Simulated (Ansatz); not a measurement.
InP (zinc blende), conventional cell a = 5.9595 Å, b = 5.9595 Å, c = 5.9595 Å, α = 90.00°, β = 90.00°, γ = 90.00°. The calculation uses the primitive cell of 2 atoms, to which meshes and values per cell refer.

Two coordinates are scanned: the volume, and the ratio of the stretch along z (the conventional c axis) to the stretch across it. Atoms keep their fractional coordinates.

Computed with PBE (plane waves to 420 eV, PAW, scalar-relativistic; Ansatz, a quantum-chemistry and plane-wave program). k mesh 10×10×10 (Γ-centred), Fermi-Dirac smearing 0.05 eV. Energies are smeared free energies. Stress and pressure are positive under compression. InP was relaxed with its symmetry unable to fall. The zero of ΔE is the relaxed starting cell.

ΔE (meV/atom), with V/V₀ across and (c/a)/(c/a)₀ down:

| (c/a)/(c/a)₀ \ V/V₀ | 0.960 | 0.973 | 0.987 | 1.000 | 1.013 | 1.027 | 1.040 |
|---|---|---|---|---|---|---|---|
| 0.920 | 21.5 | 17.1 | 14.7 | 14.1 | 15.3 | 18.0 | 22.2 |
| 0.947 | 14.3 | 9.7 | 7.1 | 6.3 | 7.3 | 9.9 | 14.0 |
| 0.973 | 10.0 | 5.2 | 2.5 | 1.6 | 2.5 | 5.0 | 9.0 |
| 1.000 | 8.5 | 3.7 | 0.9 | 0.0 | 0.9 | 3.3 | 7.3 |
| 1.027 | 10.0 | 5.2 | 2.5 | 1.6 | 2.5 | 5.0 | 9.0 |
| 1.053 | 14.6 | 9.9 | 7.3 | 6.5 | 7.5 | 10.1 | 14.1 |
| 1.080 | 22.4 | 17.9 | 15.4 | 14.7 | 15.8 | 18.5 | 22.7 |

σzz − σxx (GPa), with V/V₀ across and (c/a)/(c/a)₀ down:

```tsv
(c/a)/(c/a)₀ \ V/V₀	0.960	0.973	0.987	1.000	1.013	1.027	1.040
0.920	2.78	2.83	2.87	2.91	2.94	2.96	2.97
0.947	1.95	1.98	2.00	2.02	2.04	2.05	2.06
0.973	1.02	1.03	1.05	1.06	1.06	1.07	1.07
1.000	0.00	0.00	0.00	0.00	0.00	0.00	0.00
1.027	-1.11	-1.12	-1.13	-1.14	-1.14	-1.14	-1.14
1.053	-2.31	-2.33	-2.34	-2.35	-2.36	-2.36	-2.36
1.080	-3.60	-3.62	-3.63	-3.64	-3.64	-3.64	-3.63
```

Read from the data:

```
Quantity                                                                                            Value
-----------------------------------------------------  --------------------------------------------------
Shear modulus C′ = (C11 − C12)/2 (fit, atoms clamped)                                              21 GPa
Lowest place on the grid                                V/V₀ = 1.000, (c/a)/(c/a)₀ = 1.000 (0.0 meV/atom)
Highest place on the grid                              V/V₀ = 1.040, (c/a)/(c/a)₀ = 1.080 (22.7 meV/atom)
```

(A scan under strain: stresses follow from slopes of the energy per volume, elastic moduli from its curvatures.)
